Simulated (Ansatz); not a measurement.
MoPd:
Space group Fm-3m (No. 225); a = b = c = 5.145 Å, α = β = γ = 90.00°

```tsv
atom	site	symmetry	x	y	z
Pd	4a	m-3m	0.0000	0.0000	0.0000
Mo	4b	m-3m	0.5000	0.5000	0.5000
```
(The calculation used a cell of 2 atoms; values per cell refer to that cell.)

Relaxed with PBEsol.

Question: Which orbitals make up the states near the Fermi level in the program Ansatz at the PBEsol level (PAW)?

Answer: Within 0.5 eV of the Fermi level: Mo 4d 75 %, Pd 4d 16 %, outside the projected shells 6 %. Projections are on Löwdin-orthogonalised atomic valence shells; empty p or d shells of many metals are not among them.

Question: Tabulate the density of states.

Answer: States/eV per cell of 2 atoms, in 0.25 eV bins, energy from the Fermi level.

```tsv
E (eV)	total	Pd 4d	Mo 4d	Mo 5s
-7.30	0.00	0.00	0.00	0.00
-7.05	0.06	0.00	0.00	0.05
-6.80	0.11	0.00	0.00	0.10
-6.55	0.16	0.00	0.00	0.13
-6.30	0.22	0.02	0.01	0.17
-6.05	0.69	0.29	0.16	0.21
-5.80	1.15	0.57	0.30	0.24
-5.55	2.06	1.19	0.55	0.27
-5.30	3.31	2.08	0.87	0.31
-5.05	5.57	3.78	1.32	0.38
-4.80	5.64	4.20	0.97	0.34
-4.55	4.85	3.56	0.90	0.31
-4.30	4.23	3.19	0.81	0.17
-4.05	4.80	4.07	0.55	0.10
-3.80	3.00	2.16	0.65	0.11
-3.55	2.25	1.82	0.32	0.08
-3.30	3.89	3.23	0.50	0.11
-3.05	3.16	2.33	0.60	0.15
-2.80	1.40	0.52	0.65	0.14
-2.55	1.09	0.32	0.58	0.10
-2.30	0.36	0.08	0.22	0.03
-2.05	1.01	0.14	0.73	0.07
-1.80	1.45	0.21	0.99	0.16
-1.55	1.30	0.18	0.89	0.15
-1.30	1.34	0.19	0.95	0.12
-1.05	1.61	0.21	1.19	0.11
-0.80	1.84	0.24	1.32	0.07
-0.55	1.75	0.25	1.25	0.03
-0.30	3.40	0.60	2.38	0.07
-0.05	3.32	0.60	2.43	0.07
0.20	3.14	0.52	2.39	0.10
0.45	4.12	0.50	3.46	0.05
0.70	4.59	0.67	3.74	0.06
0.95	3.33	0.68	2.38	0.13
1.20	1.72	0.19	1.14	0.20
1.45	1.23	0.13	0.75	0.17
1.70	1.21	0.15	0.67	0.15
1.95	1.05	0.14	0.54	0.10
2.20	0.88	0.13	0.43	0.07
2.45	0.88	0.12	0.40	0.13
2.70	0.88	0.12	0.38	0.19
2.95	0.89	0.10	0.31	0.23
3.20	0.63	0.01	0.09	0.18
3.45	0.57	0.01	0.07	0.11
3.70	0.51	0.01	0.05	0.08
3.95	0.48	0.01	0.04	0.06
4.20	0.47	0.01	0.03	0.05
4.45	0.45	0.01	0.03	0.04
4.70	0.43	0.00	0.02	0.03
```

The start of the workflow was typed in or built on a structure type; neither database checked (COD, Materials Project) lists it. Its standing as an ambient phase is unchecked. The cell was relaxed with PBEsol under the symmetry of its start. At this level the phase is mechanically unstable. The run is not spin-polarised. Its formation energy is positive at this level, so the cell may be metastable or incomplete. Scalar-relativistic: spin–orbit coupling is off unless named, which matters more the heavier the elements.

Potentials: the earlier of the program's two PAW sets. The files were generated under PBE; for other functionals the program regenerates the frozen cores, and for LDA and PBEsol the local potential too.
